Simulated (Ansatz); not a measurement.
## Equation of state of LuTl3

A database entry relaxed whole under r2SCAN (Pm-3m):

```
Lu Tl
1.0
     4.69304    0.00000    0.00000
     0.00000    4.69304    0.00000
     0.00000    0.00000    4.69304
Lu Tl
1 3
Direct
  0.00000 0.00000 0.00000
  0.00000 0.50000 0.50000
  0.50000 0.00000 0.50000
  0.50000 0.50000 0.00000
```

The cell was scaled uniformly, its shape held, and the atoms relaxed at each volume with plane-wave PAW DFT (Ansatz 0.2.0; r2SCAN, 500 eV, 7×7×7 Γ-centred mesh, fermi-dirac occupations of width 0.100 eV; no spin, no spin-orbit coupling). One row is withheld.

```json
{"volume (Å³/atom)": "24.290", "energy over the lowest (meV/atom)": "16.8", "pressure (GPa)": "3.90"}
{"volume (Å³/atom)": "24.807", "energy over the lowest (meV/atom)": "6.9", "pressure (GPa)": "2.44"}
{"volume (Å³/atom)": "25.324", "energy over the lowest (meV/atom)": "1.5", "pressure (GPa)": "1.15"}
{"volume (Å³/atom)": "25.841", "energy over the lowest (meV/atom)": "0.0", "pressure (GPa)": "0.00"}
{"volume (Å³/atom)": "26.357", "energy over the lowest (meV/atom)": "?", "pressure (GPa)": "?"}
{"volume (Å³/atom)": "26.874", "energy over the lowest (meV/atom)": "7.0", "pressure (GPa)": "-1.89"}
{"volume (Å³/atom)": "27.391", "energy over the lowest (meV/atom)": "14.7", "pressure (GPa)": "-2.68"}
```

**Question.** Fit the pressures of the other rows to the third-order Birch-Murnaghan form.

**Answer.** With f = [(V₀/V)^(2/3) − 1]/2 and P = 3B₀f(1 + 2f)^(5/2)[1 + 3(B₀′ − 4)f/2], least squares gives V₀ = 25.84 Å³ an atom, B₀ = 53.5 GPa and B₀′ = 5.2; the rows miss the fit by less than 0.01 GPa. The slope of the energies differs from these pressures by 0.10 GPa, since they are taken to zero smearing while pressures follow the free energy.

**Question.** What does the withheld row hold?

**Answer.** The fit gives -1.00 GPa at 26.357 Å³; the run gave -1.00 GPa and 1.9 meV an atom.

Caveats: the shape of the cell was held; 0 K, fixed nuclei; the symmetry was kept, and this need not be the phase that is stable at 0 K; one mesh for all volumes; pressure is positive in compression.
